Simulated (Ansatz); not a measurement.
HfO2 (baddeleyite type, space group P2_1/c)

```
CELL_PARAMETERS angstrom
      5.11406     0.00000     0.00000
      0.00000     5.18158     0.00000
     -0.87114     0.00000     5.22313
ATOMIC_POSITIONS crystal
  Hf 0.27621 0.04185 0.20822
  Hf 0.72379 0.54185 0.29178
  Hf 0.72379 0.95815 0.79178
  Hf 0.27621 0.45815 0.70822
  O  0.07006 0.33377 0.34402
  O  0.92994 0.83377 0.15598
  O  0.92994 0.66623 0.65598
  O  0.07006 0.16623 0.84402
  O  0.44796 0.75767 0.47851
  O  0.55204 0.25767 0.02149
  O  0.55204 0.24233 0.52149
  O  0.44796 0.74233 0.97851
```

The slice is a (001) plane (indices of the conventional cell) through the point (0.276, 0.042, 0.208) (fractional), spanned by u = [100] and v = [010] in vectors of this cell: u (5.11 Å) and v (5.18 Å, at 90° to u). It covers one period; positions are fractions (u, v).

Computed with r2SCAN (plane waves to 500 eV, PAW, scalar-relativistic; Ansatz, a first-principles code). k mesh 5×5×5. Near the nuclei the fields are pseudised (PAW); where an atom keeps semicore shells as valence, they peak there. HfO2 is run without spin polarisation. HfO2 was relaxed with its symmetry unable to fall. Spin-orbit coupling is left out, though Hf is heavy.

Three fields on this plane, each scaled to ten steps between its own extremes (0 low, 9 high; the total valence density on a logarithmic scale, the potential cut 8 eV below its top; x marks points blanked near nuclei; v = 0 in the bottom row):

Map A
```
|xxxx200001489xx51xxx|
|xxx50000038xxxxx43xx|
|xx410000159xxxxxx23x|
|1100011004xxxxxxx511|
|00001110028xxxxxx710|
|00011100013xxxxxx610|
|000111124x22xxx97300|
|0000003xxxx324542000|
|000001xxxxxx20100000|
|000002xxxxxx30011100|
|000001xxxxxx21366531|
|0000003xxxx513899974|
|100111124x3116xxxx95|
|10013332110039xxxx95|
|00013565310048xxxx62|
|110125665200269xx521|
|xx41135642000356313x|
|xxx411342100001113xx|
|xxxx1011100000001xxx|
|xxxx2000000244311xxx|
```

Map B
```
|xxxx842100000xx13xxx|
|xxx65321100xxxxx00xx|
|xx322221100xxxxxx04x|
|8521112221xxxxxxx137|
|32100123321xxxxxx023|
|11000024642xxxxxx001|
|000000258x20xxx00000|
|0000011xxxx121000000|
|000123xxxxxx53100000|
|001246xxxxxx73100000|
|012346xxxxxx52100000|
|1122344xxxx211100000|
|122222124x3100xxxx01|
|23321001332100xxxx01|
|55320001111000xxxx13|
|995200000000000xx026|
|xx51000000000000113x|
|xxx010000000000135xx|
|xxxx4210000000126xxx|
|xxxx8421000000126xxx|
```

Map C
```
|xxxx003689998xx00xxx|
|xxx00046788xxxxx00xx|
|xx000246776xxxxxx00x|
|0000245555xxxxxxx000|
|00234432112xxxxxx420|
|55555300000xxxxxx765|
|777630000x00xxx78988|
|8875100xxxx000589999|
|886400xxxxxx00479999|
|876300xxxxxx00379999|
|876300xxxxxx00479999|
|8764000xxxx000467899|
|765420000x0003xxxx88|
|44444200000035xxxx55|
|00134432223466xxxx20|
|000034456667886xx000|
|xx00035778889874000x|
|xxx001578999986200xx|
|xxxx0047899998600xxx|
|xxxx0036899998500xxx|
```

Assign the maps to these fields: density of the lowest conduction band (whole band as if filled, smooth part); electron localisation function (ELF); electrostatic potential energy of an electron, from the cell's mean.

A is the electron localisation function (ELF); B is the density of the lowest conduction band (whole band as if filled, smooth part); C is the electrostatic potential energy of an electron, from the cell's mean.
